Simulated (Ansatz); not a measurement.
## Optical constants of BaSc

All numbers below come from Ansatz, DFT PBE, scalar-relativistic, plane waves, PAW. Plane waves to 420 eV; Γ-centred k mesh 10×10×10; Fermi-Dirac smearing of 0.15 eV. No spin polarisation.

Relaxed structure:
```
Ba Sc
1.0
     4.27120    0.00000    0.00000
     0.00000    4.27120    0.00000
     0.00000    0.00000    4.27120
Ba Sc
1 1
Direct
  0.50000 0.50000 0.50000
  0.00000 0.00000 0.00000
```

The cell was built by swapping an element in a database structure (itself possibly hypothetical) and relaxing; it need not be the stable form of this composition. In a metal these results depend on the k mesh and the smearing. Spin–orbit coupling is left out, which matters for heavy elements.

Independent-particle response (no local fields, no excitons) on a 16×16×16 mesh, broadened by 0.1 eV; the Drude term is undamped and its weight carries the smearing above, which sets much of it in a semimetal. The run couldn't bound its error over part or most of this range, so small peaks and near ties are unsure. Light polarised along x. ε₁ lacks the small share of bands above those solved.

(1) Tabulate n, κ, the reflectivity and the absorption coefficient against photon energy.

(2) Where is the highest local maximum of ε₂ between 0.3 and 6 eV?

Answers

(1)
```csv
E (eV),n,κ,R,α (10⁵ cm⁻¹)
0.2,2.19,15.94,0.97,3.23
0.5,3.13,5.11,0.71,2.59
0.8,4.19,4.45,0.64,3.60
1.1,3.21,4.28,0.64,4.77
1.4,2.79,3.82,0.61,5.42
1.7,2.15,3.48,0.61,6.00
2.0,2.10,2.53,0.48,5.13
2.3,2.68,2.34,0.44,5.45
2.6,2.08,3.92,0.67,10.33
2.9,1.19,2.73,0.61,8.03
3.2,1.65,2.63,0.53,8.54
3.5,1.14,2.53,0.59,8.99
3.8,1.10,2.41,0.57,9.29
4.1,0.78,2.24,0.62,9.29
4.4,0.71,1.95,0.58,8.70
4.7,0.70,1.77,0.53,8.41
5.0,0.83,1.75,0.48,8.89
5.3,0.58,1.80,0.60,9.69
5.6,0.42,1.60,0.63,9.05
```

(2) At 0.8 eV, where ε₂ = 37.3.